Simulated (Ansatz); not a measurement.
ZnCu (CsCl type, Pm-3m) at seven volumes, DFT-LDA in the program Ansatz with PAW potentials, scaled uniformly. One row is withheld.

```json
[
 {"V (Å³/atom)": "10.747", "P (GPa)": "18.45"},
 {"V (Å³/atom)": "11.102", "P (GPa)": "?"},
 {"V (Å³/atom)": "11.456", "P (GPa)": "5.09"},
 {"V (Å³/atom)": "11.810", "P (GPa)": "0.00"},
 {"V (Å³/atom)": "12.164", "P (GPa)": "-4.25"},
 {"V (Å³/atom)": "12.519", "P (GPa)": "-7.81"},
 {"V (Å³/atom)": "12.873", "P (GPa)": "-10.77"}
]
```

Task: Fit the shown pressures and predict the withheld one.

Result: Third-order Birch–Murnaghan: P = (3/2)B₀(x^(7/2) − x^(5/2))[1 + (3/4)(B′ − 4)(x − 1)] with x = (V₀/V)^(2/3). Least squares on the six rows gives V₀ = 11.810 Å³/atom, B₀ = 154.7 GPa, B′ = 4.96. At V = 11.102, x = 1.0421 and P = 11.15 GPa. The run itself gave 11.18 GPa.

Symmetry was held in the LDA relaxation. No spin polarisation was allowed.

Potentials: the earlier of the program's two PAW sets. The files were generated under PBE; for other functionals the program regenerates the frozen cores, and for LDA and PBEsol the local potential too.
